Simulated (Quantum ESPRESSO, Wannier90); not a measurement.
# Tight-binding from DFT: SiGe (wurtzite)

```xyz
4
Lattice="3.9045 0.0000 0.0000 -1.9522 3.3814 0.0000 0.0000 0.0000 6.4508" Properties=species:S:1:pos:R:3 pbc="T T T"
Si    -1.9522     1.1271    -0.8089
Si     1.9522    -1.1271     2.4165
Ge    -1.9522     1.1271    -3.2229
Ge     1.9522    -1.1271     0.0025
```

Structure: Materials Project mp-978534, symmetrised, not relaxed again. Not found in the COD (Crystallography Open Database) copy used; not checked further. Computed values, not measurements, from PBEsol: Quantum ESPRESSO (norm-conserving PseudoDojo potentials, cutoff 63 Ry, spinors with spin-orbit coupling) on a Γ-centred 6×6×4 mesh, then Wannier90. Density: 12×12×6 mesh, Gaussian smearing 0.01 Ry. The gap is small at this level and was sampled on the meshes and a path alone.

Bands 21-36 form an isolated set from -12.71 to 0.00 eV relative to the valence-band maximum (on the path) and are turned into 16 Wannier functions by minimising the spread from the start: SCDM (isolated).

Task: Where do the functions sit, how wide are they and what are they made of?

Result: 
```json
[
 {"functions": "12", "spread (Å²)": "2.13", "nearest atom, distance (Å)": "Ge 1.15", "second atom, distance (Å)": "Si 1.25", "weight on atomic waves": "Ge 4p 35 %, Si 3p 33 %, Ge 4s 16 %"},
 {"functions": "4", "spread (Å²)": "2.36", "nearest atom, distance (Å)": "Ge 1.16", "second atom, distance (Å)": "Si 1.26", "weight on atomic waves": "Ge 4p 34 %, Si 3p 32 %, Ge 4s 15 %"}
]
```

Ω_I = 32.60 Å², Ω_total = 35.06 Å²; the interpolated bands follow pw.x to 26 meV rms on the path. Only this start was tried; a symmetric start can stop on a saddle, and mixtures of these functions could lower the total by at most Ω_total − Ω_I.
